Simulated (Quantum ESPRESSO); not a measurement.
## Si3AlFO7 (one run as intended and one with a planted mistake)

Simulated, not a measurement. The program is pw.x of Quantum ESPRESSO 7.5 (plane-wave density functional theory). The cell is made up: 12 atoms on a rutile lattice, with randomly drawn elements, strain and displacements, not relaxed. PseudoDojo standard norm-conserving files (v0.5 for PBE, v0.4.1 for LDA and PBEsol) set the functional; there is no spin polarisation, spin-orbit coupling or dispersion term, and the masses in the input are unused placeholders.

Intended input:

```
&control calculation='scf', pseudo_dir='./dojo.nc.sr.pbe.v0_5.standard.upf', outdir='./o', disk_io='low', tprnfor=.true., tstress=.true. /
&system ibrav=0, nat=12, ntyp=4, nbnd=38, ecutwfc=84.00895049, nosym=.true., tot_charge=0,
 occupations='smearing', smearing='fd', degauss=0.0018374661
/
&electrons conv_thr=7.350e-09, electron_maxstep=60, /
ATOMIC_SPECIES
Al 1.0 Al.upf
F 1.0 F.upf
O 1.0 O.upf
Si 1.0 Si.upf
CELL_PARAMETERS angstrom
4.4237 0.0 0.0
0.0 4.4237 0.0
0.0 0.0 5.6884
ATOMIC_POSITIONS angstrom
Si 0.1132 -0.0261 -0.07
Al 2.1827 2.1523 1.4296
Si -0.1546 0.1628 2.7932
Si 2.2005 2.1957 4.2663
F 1.3617 1.3121 -0.0079
O 3.029 3.1983 -0.0877
O 3.5572 0.8864 1.4248
O 0.8399 3.4646 1.5179
O 1.2769 1.2117 2.7961
O 3.0991 3.0415 2.937
O 3.5351 0.8573 4.2209
O 0.8727 3.4693 4.2065
K_POINTS automatic
5 5 4 1 1 1
```

The log is shortened where brackets say so; the opening notice, blank lines, dates and the lines on written files are dropped, and the path of the files is cut. It prints rydbergs, bohrs and kilobars, and counts compression as positive stress. Where no state is partly filled, the Fermi energy that it prints is only some level between the filled and the empty states on the mesh, and need not lie in the true gap.

Log of the intended run:

```
     Program PWSCF v.7.5
     Parallel version (MPI & OpenMP), running on       4 processor cores
     Number of MPI processes:                 4
     Threads/MPI process:                     1
     [start-up lines left out]
     bravais-lattice index     =            0
     lattice parameter (alat)  =       8.3596  a.u.
     unit-cell volume          =     751.2043 (a.u.)^3
     number of atoms/cell      =           12
     number of atomic types    =            4
     number of electrons       =        64.00
     number of Kohn-Sham states=           38
     kinetic-energy cutoff     =      84.0090  Ry
     charge density cutoff     =     336.0358  Ry
     scf convergence threshold =      7.3E-09
     mixing beta               =       0.7000
     number of iterations used =            8  plain     mixing
     Exchange-correlation= PBE
                           (   1   4   3   4   0   0   0)
     [axes and pseudopotential details left out]
   Cartesian axes
     site n.     atom                  positions (alat units)
         1        Si     tau(   1) = (   0.0255894  -0.0059000  -0.0158239  )
         2        Al     tau(   2) = (   0.4934105   0.4865384   0.3231684  )
         3        Si     tau(   3) = (  -0.0349481   0.0368018   0.6314171  )
         4        Si     tau(   4) = (   0.4974343   0.4963492   0.9644189  )
         5        F      tau(   5) = (   0.3078192   0.2966069  -0.0017858  )
         6        O      tau(   6) = (   0.6847209   0.7229921  -0.0198250  )
         7        O      tau(   7) = (   0.8041232   0.2003753   0.3220833  )
         8        O      tau(   8) = (   0.1898637   0.7831905   0.3431291  )
         9        O      tau(   9) = (   0.2886498   0.2739110   0.6320727  )
        10        O      tau(  10) = (   0.7005674   0.6875466   0.6639239  )
        11        O      tau(  11) = (   0.7991274   0.1937970   0.9541560  )
        12        O      tau(  12) = (   0.1972783   0.7842530   0.9509008  )
     number of k points=    50  Fermi-Dirac smearing, width (Ry)=  0.0018
                       cart. coord. in units 2pi/alat
        k(    1) = (   0.1000000   0.1000000   0.0972088), wk =   0.0400000
        k(    2) = (   0.1000000   0.1000000   0.2916264), wk =   0.0400000
     [further k points left out]
     Dense  grid:    78235 G-vectors     FFT dimensions: (  50,  50,  64)
     Estimated max dynamical RAM per process >     185.11 MB
     Estimated total dynamical RAM >     683.15 MB
     Initial potential from superposition of free atoms
     starting charge      63.9957, renormalised to      64.0000
     Starting wfcs are   48 randomized atomic wfcs
     total cpu time spent up to now is        3.1 secs
     per-process dynamical memory:   141.9 Mb
     Self-consistent Calculation
     iteration #  1     ecut=    84.01 Ry     beta= 0.70
     Davidson diagonalization with overlap
     ethr =  1.00E-02,  avg # of iterations =  2.1
     total cpu time spent up to now is        8.6 secs
     total energy              =    -310.50237161 Ry
     estimated scf accuracy    <       2.64625250 Ry
     iteration #  2     ecut=    84.01 Ry     beta= 0.70
     Davidson diagonalization with overlap
     ethr =  4.13E-03,  avg # of iterations =  2.5
     total cpu time spent up to now is       14.2 secs
     total energy              =    -311.14452577 Ry
     estimated scf accuracy    <       2.54732497 Ry
     [iterations 3 to 11 left out]
     iteration # 12     ecut=    84.01 Ry     beta= 0.70
     Davidson diagonalization with overlap
     ethr =  3.99E-11,  avg # of iterations =  2.3
     total cpu time spent up to now is       67.2 secs
     total energy              =    -311.65816051 Ry
     estimated scf accuracy    <       0.00000001 Ry
     iteration # 13     ecut=    84.01 Ry     beta= 0.70
     Davidson diagonalization with overlap
     ethr =  2.06E-11,  avg # of iterations =  2.0
     total cpu time spent up to now is       71.8 secs
     End of self-consistent calculation
     [lines on levels left out]
     the Fermi energy is     8.9197 ev
!    total energy              =    -311.65816051 Ry
     estimated scf accuracy    <          9.3E-10 Ry
     smearing contrib. (-TS)   =      -0.00000000 Ry
     internal energy E=F+TS    =    -311.65816051 Ry
     The total energy is F=E-TS. E is the sum of the following terms:
     one-electron contribution =     -60.56527526 Ry
     hartree contribution      =      74.89864428 Ry
     xc contribution           =     -81.76920936 Ry
     ewald contribution        =    -244.22232018 Ry
     convergence has been achieved in  13 iterations
     Forces acting on atoms (cartesian axes, Ry/au):
     atom    1 type  4   force =    -0.13664089   -0.18500751    0.04303281
     atom    2 type  1   force =     0.06302222    0.11443546    0.10195003
     atom    3 type  4   force =     0.05672710   -0.13334310   -0.01937696
     atom    4 type  4   force =     0.10094089    0.16022544   -0.15241463
     atom    5 type  2   force =    -0.01118826   -0.01496861   -0.03284995
     atom    6 type  3   force =    -0.03299323   -0.09350701    0.00789380
     atom    7 type  3   force =     0.03657703   -0.03538587   -0.07001478
     atom    8 type  3   force =    -0.06703536    0.10011438   -0.10702718
     atom    9 type  3   force =     0.02773876    0.03756336    0.07954177
     atom   10 type  3   force =    -0.03518320   -0.00958192   -0.01126957
     atom   11 type  3   force =     0.02542036    0.00821118    0.06533895
     atom   12 type  3   force =    -0.02738542    0.05124420    0.09519571
     Total force =     0.484611     Total SCF correction =     0.000018
     Computing stress (Cartesian axis) and pressure
          total   stress  (Ry/bohr**3)                   (kbar)     P=     -207.23
  -0.00130263   0.00011642   0.00003140         -191.62       17.13        4.62
   0.00011642  -0.00158484  -0.00014597           17.13     -233.14      -21.47
   0.00003140  -0.00014597  -0.00133867            4.62      -21.47     -196.93
     init_run     :      2.89s CPU      3.05s WALL (       1 calls)
     electrons    :     68.40s CPU     68.68s WALL (       1 calls)
     forces       :      1.22s CPU      1.23s WALL (       1 calls)
     stress       :      4.20s CPU      4.20s WALL (       1 calls)
     [timing details left out]
     PWSCF        :   1m16.82s CPU   1m17.32s WALL
     JOB DONE.
```

A second run has one planted mistake: the k-point mesh is too coarse. The input lines that differ, file-writing options aside:

```
- 5 5 4 1 1 1
+ 1 1 1 1 1 1
```

Its log:

```
     Program PWSCF v.7.5
     Parallel version (MPI & OpenMP), running on       4 processor cores
     Number of MPI processes:                 4
     Threads/MPI process:                     1
     [start-up lines left out]
     bravais-lattice index     =            0
     lattice parameter (alat)  =       8.3596  a.u.
     unit-cell volume          =     751.2043 (a.u.)^3
     number of atoms/cell      =           12
     number of atomic types    =            4
     number of electrons       =        64.00
     number of Kohn-Sham states=           38
     kinetic-energy cutoff     =      84.0090  Ry
     charge density cutoff     =     336.0358  Ry
     scf convergence threshold =      7.3E-09
     mixing beta               =       0.7000
     number of iterations used =            8  plain     mixing
     Exchange-correlation= PBE
                           (   1   4   3   4   0   0   0)
     [axes and pseudopotential details left out]
   Cartesian axes
     site n.     atom                  positions (alat units)
         1        Si     tau(   1) = (   0.0255894  -0.0059000  -0.0158239  )
         2        Al     tau(   2) = (   0.4934105   0.4865384   0.3231684  )
         3        Si     tau(   3) = (  -0.0349481   0.0368018   0.6314171  )
         4        Si     tau(   4) = (   0.4974343   0.4963492   0.9644189  )
         5        F      tau(   5) = (   0.3078192   0.2966069  -0.0017858  )
         6        O      tau(   6) = (   0.6847209   0.7229921  -0.0198250  )
         7        O      tau(   7) = (   0.8041232   0.2003753   0.3220833  )
         8        O      tau(   8) = (   0.1898637   0.7831905   0.3431291  )
         9        O      tau(   9) = (   0.2886498   0.2739110   0.6320727  )
        10        O      tau(  10) = (   0.7005674   0.6875466   0.6639239  )
        11        O      tau(  11) = (   0.7991274   0.1937970   0.9541560  )
        12        O      tau(  12) = (   0.1972783   0.7842530   0.9509008  )
     number of k points=     1  Fermi-Dirac smearing, width (Ry)=  0.0018
                       cart. coord. in units 2pi/alat
        k(    1) = (  -0.5000000  -0.5000000  -0.3888352), wk =   2.0000000
     Dense  grid:    78235 G-vectors     FFT dimensions: (  50,  50,  64)
     Estimated max dynamical RAM per process >     111.48 MB
     Estimated total dynamical RAM >     388.63 MB
     Initial potential from superposition of free atoms
     starting charge      63.9957, renormalised to      64.0000
     Starting wfcs are   48 randomized atomic wfcs
     total cpu time spent up to now is        1.2 secs
     per-process dynamical memory:    71.4 Mb
     Self-consistent Calculation
     iteration #  1     ecut=    84.01 Ry     beta= 0.70
     Davidson diagonalization with overlap
     ethr =  1.00E-02,  avg # of iterations =  2.0
     total cpu time spent up to now is        1.7 secs
     total energy              =    -310.47077767 Ry
     estimated scf accuracy    <       2.66495968 Ry
     iteration #  2     ecut=    84.01 Ry     beta= 0.70
     Davidson diagonalization with overlap
     ethr =  4.16E-03,  avg # of iterations =  2.0
     total cpu time spent up to now is        2.1 secs
     total energy              =    -311.14857699 Ry
     estimated scf accuracy    <       2.48047669 Ry
     [iterations 3 to 11 left out]
     iteration # 12     ecut=    84.01 Ry     beta= 0.70
     Davidson diagonalization with overlap
     ethr =  3.58E-11,  avg # of iterations =  2.0
     total cpu time spent up to now is        6.6 secs
     total energy              =    -311.63394496 Ry
     estimated scf accuracy    <       0.00000001 Ry
     iteration # 13     ecut=    84.01 Ry     beta= 0.70
     Davidson diagonalization with overlap
     ethr =  1.88E-11,  avg # of iterations =  2.0
     total cpu time spent up to now is        7.0 secs
     End of self-consistent calculation
     [lines on levels left out]
     the Fermi energy is     9.8906 ev
!    total energy              =    -311.63394496 Ry
     estimated scf accuracy    <          7.1E-10 Ry
     smearing contrib. (-TS)   =       0.00000000 Ry
     internal energy E=F+TS    =    -311.63394496 Ry
     The total energy is F=E-TS. E is the sum of the following terms:
     one-electron contribution =     -60.60107369 Ry
     hartree contribution      =      75.00106472 Ry
     xc contribution           =     -81.81161581 Ry
     ewald contribution        =    -244.22232018 Ry
     convergence has been achieved in  13 iterations
     Forces acting on atoms (cartesian axes, Ry/au):
     atom    1 type  4   force =    -0.13498989   -0.18495024    0.03750110
     atom    2 type  1   force =     0.06264526    0.11205971    0.10235603
     atom    3 type  4   force =     0.06274594   -0.13848876   -0.00786580
     atom    4 type  4   force =     0.10000174    0.15669905   -0.15233136
     atom    5 type  2   force =    -0.00016263   -0.00585440   -0.03801574
     atom    6 type  3   force =    -0.04430403   -0.11555243   -0.00105026
     atom    7 type  3   force =     0.04219096   -0.03906968   -0.06339128
     atom    8 type  3   force =    -0.07361296    0.11162337   -0.09270453
     atom    9 type  3   force =     0.04074224    0.04835310    0.07443056
     atom   10 type  3   force =    -0.04379557   -0.01256327   -0.00030805
     atom   11 type  3   force =     0.03460173   -0.00071981    0.05534684
     atom   12 type  3   force =    -0.04606279    0.06846336    0.08603248
     Total force =     0.492352     Total SCF correction =     0.000025
     Computing stress (Cartesian axis) and pressure
          total   stress  (Ry/bohr**3)                   (kbar)     P=     -174.00
  -0.00050727   0.00009378   0.00002306          -74.62       13.80        3.39
   0.00009378  -0.00085125  -0.00014943           13.80     -125.22      -21.98
   0.00002306  -0.00014943  -0.00218988            3.39      -21.98     -322.14
     init_run     :      1.01s CPU      1.08s WALL (       1 calls)
     electrons    :      5.78s CPU      5.90s WALL (       1 calls)
     forces       :      0.22s CPU      0.22s WALL (       1 calls)
     stress       :      0.43s CPU      0.43s WALL (       1 calls)
     [timing details left out]
     PWSCF        :      7.51s CPU      7.73s WALL
     JOB DONE.
```

|  | intended run | run with the mistake |
| --- | --- | --- |
| free energy (eV) | -4240.325 | -4239.996 |
| smearing term -TS (eV) | 0.0000 | 0.0000 |
| pressure (GPa) | -20.72 | -17.40 |
| largest force component (eV/Å) | 4.757 | 4.755 |
| largest change of a force component (eV/Å) |  | 0.567 |
| iterations | 13 | 13 |

For scale, a rerun of the intended cell at a cutoff of 1437 eV and k mesh 7 x 7 x 6 moved values by no more than 0.003 eV in energy, 0.04 GPa in stress and 0.002 eV/Å in force.